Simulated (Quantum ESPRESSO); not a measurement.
Kohn-Sham bands of BeO (wurtzite)

```yaml
crystal:
  lattice:
    - [2.69428, 0.00000, 0.00000]
    - [-1.34714, 2.33331, 0.00000]
    - [0.00000, 0.00000, 4.37602]
  atoms:
    - { symbol: Be, position: [0.33333, 0.66667, 0.00016] }
    - { symbol: Be, position: [0.66667, 0.33333, 0.50016] }
    - { symbol: O, position: [0.33333, 0.66667, 0.37734] }
    - { symbol: O, position: [0.66667, 0.33333, 0.87734] }
```

Materials Project entry mp-2542; symmetrised, unrelaxed at this level. COD (Crystallography Open Database) has the formula in 3 space groups, this one among them (matched by group alone). Level: PBEsol, no spin polarisation, no spin-orbit coupling; pw.x of Quantum ESPRESSO at 71 Ry with PseudoDojo potentials, 12×12×6 k-points, Wannier90. Density: 18×18×8 mesh, cold smearing 0.01 Ry.

Energies are relative to the valence-band maximum; weights are on the orthonormalised atomic waves of the pseudopotential files, averaged over the group. 20 electrons a cell are treated as valence.

Question: Into which isolated groups do the bands fall, where do they lie and what are they made of?

Answer: 
```json
[
 {"bands": "1–2", "from (eV)": "-95.54", "to (eV)": "-95.54", "filling": "filled", "weight on atomic waves": "Be 1s 99 %"},
 {"bands": "3–4", "from (eV)": "-18.59", "to (eV)": "-16.20", "filling": "filled", "weight on atomic waves": "O 2s 86 %, Be 2s 13 %"},
 {"bands": "5–10", "from (eV)": "-6.32", "to (eV)": "0.00", "filling": "filled", "weight on atomic waves": "O 2p 92 %"}
]
```

The Kohn-Sham gap over both meshes and the path is 7.56 eV.
